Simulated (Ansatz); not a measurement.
## Relaxing an invented Nb2H3 structure

Method: DFT PBE, scalar-relativistic, plane waves, PAW (Ansatz). Cutoff 420 eV, Gaussian smearing, Γ-centred meshes. Cell and atoms relax first on a coarse mesh and then on a finer one. In between, the cell is made exact in the group found at 0.06 Å. In metals the finer mesh still leaves noise of several meV/atom or more. The steps can't lower the symmetry of their start. No spin polarisation in the relaxation; trial moments died out in a coarse test.

The guess for Nb2H3 was made by a generator: random cell by space group and Wyckoff sites (P4/mmm, No. 123). Its size is a rough estimate.

```cif
data_structure
_symmetry_space_group_name_H-M 'P 1'
_symmetry_Int_Tables_number 1
_cell_length_a 4.4738
_cell_length_b 4.4738
_cell_length_c 6.1952
_cell_angle_alpha 90.000
_cell_angle_beta 90.000
_cell_angle_gamma 90.000
_cell_volume 124.00
loop_
_atom_site_label
_atom_site_type_symbol
_atom_site_fract_x
_atom_site_fract_y
_atom_site_fract_z
_atom_site_occupancy
Nb1 Nb 0.23333 0.23333 0.00000 1
Nb2 Nb 0.76667 0.76667 0.00000 1
Nb3 Nb 0.76667 0.23333 0.00000 1
Nb4 Nb 0.23333 0.76667 0.00000 1
H1 H 0.29232 0.29232 0.50000 1
H2 H 0.70768 0.70768 0.50000 1
H3 H 0.70768 0.29232 0.50000 1
H4 H 0.29232 0.70768 0.50000 1
H5 H 0.00000 0.50000 0.00000 1
H6 H 0.50000 0.00000 0.00000 1
```

Energies over the elements count from the elements' standard structures at the same level (H₂ as a molecule), with no fitted energy shifts.

Question: Which structure results?

Answer: The symmetry stays P4/mmm (No. 123). The volume per atom shrinks by 12.1 %, from 12.4 to 10.9 Å³. The shortest distance goes from 1.59 Å (Nb–H) to 1.82 Å (Nb–H). The ratio c/a of the conventional cell changes by a factor of 0.39. The energy falls by about 2.5 eV/atom (the start's value is from the coarse mesh). Conventional cell: a = 5.875 Å, c = 3.159 Å. Nb is surrounded by 2 H at 1.82 Å, 2 H at 2.09 Å and 2 Nb at 2.66 Å; H on a site of symmetry m2m is surrounded by 2 Nb at 1.82 Å and 2 H at 1.94 Å; around H on a site of symmetry mmm lie 4 Nb at 2.09 Å.

```
Nb H
1.0
     5.87500    0.00000    0.00000
     0.00000    5.87500    0.00000
     0.00000    0.00000    3.15888
Nb H
4 6
Direct
  0.22668 0.22668 0.00000
  0.77332 0.77332 0.00000
  0.77332 0.22668 0.00000
  0.22668 0.77332 0.00000
  0.33515 0.33515 0.50000
  0.66485 0.66485 0.50000
  0.66485 0.33515 0.50000
  0.33515 0.66485 0.50000
  0.00000 0.50000 0.00000
  0.50000 0.00000 0.00000
```

Question: How does it come out in energy, and is it a metal?

Answer: The energy over the elements is +0.36 eV/atom and the gap on the 6×6×12 mesh of the 10-atom cell is 0 eV (a metal).

The separate elements lie lower, so it is unstable against them.

The last run used Gaussian smearing of 0.10 eV. With hydrogen, zero-point motion can shift formation energies by some tens of meV/atom. A structure relaxed within its symmetry needn't be a true minimum.
